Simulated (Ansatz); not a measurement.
The elements of this relaxed trial crystal are hidden behind letters.

```
lattice vectors (Å)
   0.0000    4.9587    4.9587
   4.9587    0.0000    4.9587
   4.9587    4.9587    0.0000
fractional positions
X 0.2500 0.2500 0.2500
X 0.7500 0.7500 0.7500
Z 0.0000 0.0000 0.0000
Q 0.6993 0.3007 0.3007
Q 0.3007 0.6993 0.3007
Q 0.3007 0.6993 0.6993
Q 0.6993 0.3007 0.6993
Q 0.3007 0.3007 0.6993
Q 0.6993 0.6993 0.3007
```

Method: DFT PBE, scalar-relativistic, plane waves, PAW (Ansatz 0.2.0). The final run on the 9-atom cell used 420 eV, a Γ-centred 8×8×8 mesh, 0.10 eV smearing and no spin polarisation.

| Quantity | Value |
| --- | --- |
| Space group | Fm-3m (No. 225) |
| Conventional cell | a = 9.917 Å |
| Volume per atom | 27.09 Å³ |
| Density | 4.42 g/cm³ |
| Formation energy | +0.08 eV/atom |
| Gap on the 8×8×8 mesh of the 9-atom cell | 0 eV (a metal) |

Energies are uncorrected and count from the elements' standard states at the same level.

Question: X is an s-block element of period 4, Z is a p-block element of period 5 and Q is a p-block element of period 4. Which elements are they?

Answer: X = K, Z = Sb, Q = As, so the formula is K2SbAs6. Density times volume gives a mean mass of 4.42 × 27.09/1.6605 = 72.1 u per atom, and this set has 72.2 u. K is surrounded by 12 As at 3.54 Å and 4 Sb at 4.29 Å; Sb is surrounded by 6 As at 2.98 Å; As is surrounded by 4 As at 2.80 Å, 1 Sb at 2.98 Å and 4 K at 3.54 Å. Other sets within the hints have nearly the same mass, so mass alone doesn't settle it; this one was computed.

These runs have no spin–orbit coupling, which can matter for Sb. An odd number of electrons in the primitive cell allows no gap without spin; a larger cell or a magnetic state could open one. The cell is a metal run without spin; a magnetic state may lie lower. Symmetry constrained the relaxation, so the result can be a saddle point.
